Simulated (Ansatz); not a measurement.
## What a change of settings does: Ca (fcc type)

First run: DFT, LDA, PAW with Ansatz's default frozen-core files, scalar-relativistic (Ansatz 0.2.0).

Command: `ansatz run input.yaml --threads 1 --pin off --max-ram 2048MiB --backend cpu --events-out ev --progress --plain --runs-dir out` It took 1.4 s on 1 thread of Arm Neoverse V1, on a shared host, peak memory 0.25 GiB.

```yaml
crystal:
  lattice:
    - [0.0, 2.1887876501, 2.1887876501]
    - [2.1887876501, 0.0, 2.1887876501]
    - [2.1887876501, 2.1887876501, 0.0]
  atoms:
    - { symbol: Ca, position: [0.0, 0.0, 0.0] }
kpoints:
  mp_grid: { grid: [12, 12, 12] }
scf:
  occupations: { method: fermi_dirac, width: 0.08 }
hamiltonian:
  xc: lda
  pseudopotentials: { kind: paw }
output:
  forces: true
  stress: true
  eigenvalues: true
  populations: true
```

The base cell comes from a relaxation on PAW files under the same functional, and the cell shown is scaled from it.

This run: volume at 0.55 of the series' base cell.

It converges in 6 SCF iterations at a pressure of 27.7 GPa, cutoff 420 eV.

The input is then changed:

```diff
   populations: true
+basis:
+  xc_grid: 1
+  ecutwfc: "51.4 Ry"
```

Task: What does the second run give?

Result: It converges in 6 SCF iterations at a pressure of 27.7 GPa, cutoff 699 eV, free energy -0.2 meV/atom against the first run's.
